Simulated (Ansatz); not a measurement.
SiO2:
```
CELL_PARAMETERS angstrom
      0.00000     4.41636    -2.50412
      0.00000     4.41636     2.50412
      8.33181     0.00000     0.00000
ATOMIC_POSITIONS crystal
  Si 0.33985 0.33081 0.93736
  Si 0.66919 0.66015 0.06264
  Si 0.33985 0.33081 0.56264
  Si 0.66919 0.66015 0.43736
  O  0.60194 0.39806 0.00000
  O  0.60194 0.39806 0.50000
  O  0.46405 0.96871 0.54162
  O  0.03129 0.53595 0.45838
  O  0.46405 0.96871 0.95838
  O  0.03129 0.53595 0.04162
  O  0.57839 0.73698 0.25000
  O  0.26302 0.42161 0.75000
```

x, y and z are the axes in which the lattice vectors are written.

### Question
Give the proper piezoelectric stress tensor with relaxed ions from the program Ansatz at the PBEsol level (PAW).

### Answer
In C/m², rows x, y, z, Voigt columns; mesh uncertainty up to 0.00.
```
 0.00   0.00   0.00   0.00   0.08   0.00
 0.00   0.00   0.00  -0.13   0.00   0.00
 0.02  -0.07   0.01   0.00   0.00   0.00
```

The elastic tensor of the same run (GPa):

```
 83.2   25.9  -15.2    0.0    0.0    0.0
 25.9   70.5   -8.3    0.0    0.0    0.0
-15.2   -8.3   65.3    0.0    0.0    0.0
  0.0    0.0    0.0   24.7    0.0    0.0
  0.0    0.0    0.0    0.0   25.4    0.0
  0.0    0.0    0.0    0.0    0.0   35.8
```

### Question
Convert to strain constants d = e·S.

### Answer
In pC/N:
```
 0.0   0.0   0.0   0.0   3.1   0.0
 0.0   0.0   0.0  -5.4   0.0   0.0
 0.7  -1.3   0.2   0.0   0.0   0.0
```

Space group Ama2. The first step of the workflow began from a Materials Project structure, measured or hypothetical; the Crystallography Open Database copy checked does not list it. It is not the phase usual at ambient conditions (space group No. 92, 152, 154). Symmetry was held in the PBEsol relaxation; its stability against distortions is not shown here.

Potentials: the later of the program's two PAW sets.
